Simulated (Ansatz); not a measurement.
The start is a generated cell, Ni built in the AFLOW prototype A_hR2_166_c (A7, as in As). A full variable-cell relaxation at zero pressure is run with PBE (plane waves to 420 eV, PAW, scalar-relativistic; Ansatz, an electronic-structure program). The first steps use a coarse 13×13×13 k-mesh.

Input geometry:
```
Ni
1.0
    1.50292     0.86771     2.78699
   -1.50292     0.86771     2.78699
    0.00000    -1.73542     2.78699
Ni
2
Cartesian
  0.00000   0.00000   1.90245
  0.00000   0.00000   6.45850
```
Spin-polarised start, with parallel moments on Ni.

**Question.** Which atoms feel the largest initial force, and how large is it?

**Answer.** 5.07 eV/Å, on Ni1, Ni2 (atoms numbered as listed).

**Question.** What symmetry does the relaxed structure have?

**Answer.** The space group goes from R-3m (No. 166) to Fm-3m (No. 225); the end is fcc (Cu type), with 1 atom in the primitive magnetic cell.

**Question.** How much energy is released per atom?

**Answer.** 1.26 eV/atom.

**Question.** How do the shortest distances between atoms change?

**Answer.** The closest pairs of elements (up to four, under 3.6 Å), start → end: Ni–Ni 2.01 → 2.49 Å.

**Question.** What magnetic moments remain?

**Answer.** Net 0.63 μB/atom, ferromagnetic.

**Question.** Give the final cell and atomic positions.

**Answer.** 
Space group Fm-3m (No. 225); a = 3.5185 Å, b = 3.5185 Å, c = 3.5185 Å, α = 90.00°, β = 90.00°, γ = 90.00°

| atom | site | symmetry | x | y | z |
|---|---|---|---|---|---|
| Ni | 4b | m-3m | 0.5000 | 0.5000 | 0.5000 |
(The calculation used a cell of 1 atom; values per cell refer to that cell.)

Final values are on a 23×23×23 k-mesh of the relaxed cell. Spin state reached: ferromagnetic (net 0.63 μB/atom), from parallel starting moments; other spin orders were not run from this start.

The run could not lose the symmetry of its start; a randomly shaken copy of 2 atoms returns to this structure.
